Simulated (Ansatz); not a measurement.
Trial structure of SiB6, not yet relaxed:

```yaml
crystal:
  lattice:
    - [3.42862, 0.00000, 0.00000]
    - [-1.71431, 2.96927, 0.00000]
    - [0.00000, 0.00000, 6.84678]
  atoms:
    - { symbol: Si, position: [0.00000, 0.00000, 0.34907] }
    - { symbol: B, position: [0.50000, 0.00000, 0.33201] }
    - { symbol: B, position: [0.00000, 0.50000, 0.33201] }
    - { symbol: B, position: [0.50000, 0.50000, 0.33201] }
    - { symbol: B, position: [0.33333, 0.66667, 0.64956] }
    - { symbol: B, position: [0.66667, 0.33333, 0.64956] }
    - { symbol: B, position: [0.00000, 0.00000, 0.94066] }
```

The calculation used DFT PBE, scalar-relativistic, plane waves, PAW (Ansatz 0.2.0). Plane waves to 420 eV, a k mesh through Γ of 6×6×4 on the computed 7-atom cell and Gaussian smearing (0.10 eV); no spin polarisation.

The zero of energy is the elements' standard structures at the same level; no fitted shifts are applied.

Q: What does a single point on this coarse mesh give?

A: The pressure is 35.0 GPa (the mean over three directions, positive in compression), the largest force is 0.94 eV/Å, and the energy is +2.31 eV/atom against the elements. The shortest distance is 1.71 Å.

Q: How much does it gain on relaxing, and where does it end?

A: Relaxing gains about 1.5 eV/atom (the start's value is from the coarse mesh, so the gain is rough) in 37 ionic steps and ends at +0.77 eV/atom on the finer mesh. The symmetry stays P6mm (No. 183). The volume per atom shrinks by 1.2 %, from 10.0 to 9.8 Å³. The shortest distance goes from 1.71 Å (B–B) to 1.62 Å (B–B). The ratio c/a of the conventional cell changes by a factor of 1.18. Conventional cell: a = 3.231 Å, c = 7.616 Å. Si has 1 B at 2.02 Å and 6 B at 2.14 Å; around B on a site of symmetry 2mm lie 4 B at 1.62 Å and 2 Si at 2.14 Å; B on a site of symmetry 3m has 3 B at 1.87 Å and 3 B at 1.99 Å; 1 more site not described.

The last run used a 12×12×6 mesh (in the run's order of axes) for its 7-atom cell and Gaussian smearing of 0.10 eV. No dispersion correction is applied, so the spacing and binding between layers, chains or molecules are poorly described. The relaxation can't lower the symmetry of the start. A structure relaxed within its symmetry needn't be a true minimum. Another cell of SiB6 relaxed alike, in R3m, lies 0.46 eV/atom lower, so this cell isn't the stable form at this level.
